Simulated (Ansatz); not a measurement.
# Property card for PbSe

Computed with DFT PBE+D3(BJ), scalar-relativistic, plane waves, PAW in Ansatz.

Plane waves to 420 eV, a k mesh through Γ of 10×10×10 on the computed 2-atom cell and Gaussian smearing (0.01 eV); no spin polarisation.

The structure is relaxed at this level of theory with its symmetry kept.

```
Pb Se
1.0
     0.00000    3.06710    3.06710
     3.06710    0.00000    3.06710
     3.06710    3.06710    0.00000
Pb Se
1 1
Direct
  0.00000 0.00000 0.00000
  0.50000 0.50000 0.50000
```

| Item | Value |
| --- | --- |
| Space group | Fm-3m (No. 225) |
| Volume per atom | 28.85 Å³ |
| Kohn–Sham band gap | 0.31 eV, direct at L |
| Löwdin character of the top 1 eV of the valence band | Se 4p 72 %, Pb 6s 16 %, Pb 6p 10 % |
| Löwdin character of the lowest 1 eV of the conduction band | Pb 6p 72 %, Se 4s 13 %, Se 4p 11 % |
| Electron masses at the edge by Cartesian direction of the standard setting (m_e; degenerate bands sorted by energy; no spin-orbit coupling) | x: 0.12; y: 0.12; z: 0.12 |
| Hole masses at the edge by Cartesian direction of the standard setting (m_e; degenerate bands sorted by energy; no spin-orbit coupling) | x: 0.11; y: 0.11; z: 0.11 |
| Bulk modulus | 48 GPa |
| Its pressure derivative | 5.8 |
| Electronic dielectric constant xx, yy, zz of the standard setting (independent particles) | 22.6, 22.6, 22.6 |
| Bader charges (e) | Pb (1 in the cell) 0.88, Se (1 in the cell) -0.88 |

Spin-orbit coupling is left out, which matters for the bands of heavy elements.

Cost: 12 runs of about 1.7 core-minutes in all, on Arm Neoverse V1 (shared hosts).